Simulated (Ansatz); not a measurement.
A geometry of HfO2 away from equilibrium: the start of the relaxation of a generated cell, HfO2 placed in the 3R-MoS2 structure type. Method: r2SCAN (plane waves to 500 eV, PAW, scalar-relativistic; Ansatz, a first-principles code). Γ-centred k-mesh 10×10×10 on the run's cell (coarser than for final values), Fermi–Dirac smearing 0.05 eV.

```xyz
3
Lattice="1.3298 0.7678 5.1488 -1.3298 0.7678 5.1488 0.0000 -1.5355 5.1488" Properties=species:S:1:pos:R:3 pbc="T T T"
Hf     0.0000     0.0000     0.0000
O      0.0000     0.0000    11.6202
O      0.0000     0.0000     8.9743
```

Task: Which atoms carry the largest force, and which way does it point?

Result: 1.59 eV/Å, on O2, O3 (atoms numbered as listed); on O3 its components are (0.00, 0.00, 1.59).

Task: What is the pressure?

Result: +65.5 GPa, compression positive.

Task: How far above the relaxed end point is this geometry?

Result: 1.17 eV/atom; the path ends in R3m (No. 160).

No spin polarisation in the result. No dispersion correction is included, so spacings between layers, chains or molecules are soft and tend to come out too large.

The run could not lose the symmetry of its start, so the end can be a saddle point.

The end of the path is a generated cell of HfO2: the first start was made by placing the elements on the sites of a structure type, and the end was not matched to a known phase here, so it may be hypothetical. Known forms of HfO2 include space group No. 14, 29, 137, 225.
